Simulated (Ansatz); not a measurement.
Cu Kα1 powder pattern (kinematic, no thermal factors).
| 2θ (°) | relative intensity | assignment |
| --- | --- | --- |
| 18.53 | 16 | 1 0 0 |
| 26.32 | 31 | 1 1 0 |
| 32.38 | 100 | 1 1 1 |
| 37.56 | 26 | 2 0 0 |
| 42.20 | 37 | 2 1 0 |
| 46.45 | 54 | 2 1 1 |
| 54.17 | 26 | 2 2 0 |
| 57.76 | 36 | 3 0 0 |
| 61.21 | 2 | 3 1 0 |
| 64.54 | 14 | 3 1 1 |
| 67.79 | 3 | 2 2 2 |
| 70.96 | 12 | 3 2 0 |
| 74.08 | 17 | 3 2 1 |
| 83.17 | 13 | 3 2 2 |
| 86.16 | 31 | 4 1 1 |
| 89.13 | 1 | 3 3 1 |

The pattern is computed from a structure relaxed with Ansatz 0.2.0, DFT PBE, scalar-relativistic, plane waves, PAW. No spin polarisation. Its elements are Ge, Ti.

Task: Give the structure.

Result: TiGe$_{4}$.
Space group P-43m (No. 215). a = 4.785 Å, b = 4.785 Å, c = 4.785 Å, α = 90.00°, β = 90.00°, γ = 90.00°
```
atom  site  symmetry       x       y       z
  Ti    1a      -43m  0.0000  0.0000  0.0000
  Ge    4e       .3m  0.3074  0.3074  0.3074
```

A pattern alone doesn't exclude other cells with like lines; this is the one computed.

Another cell of TiGe4 relaxed alike, in Im-3m, lies 0.53 eV/atom lower, so this cell isn't the stable form at this level.

The cell was found from a structure generator's guess, not taken from experiment.
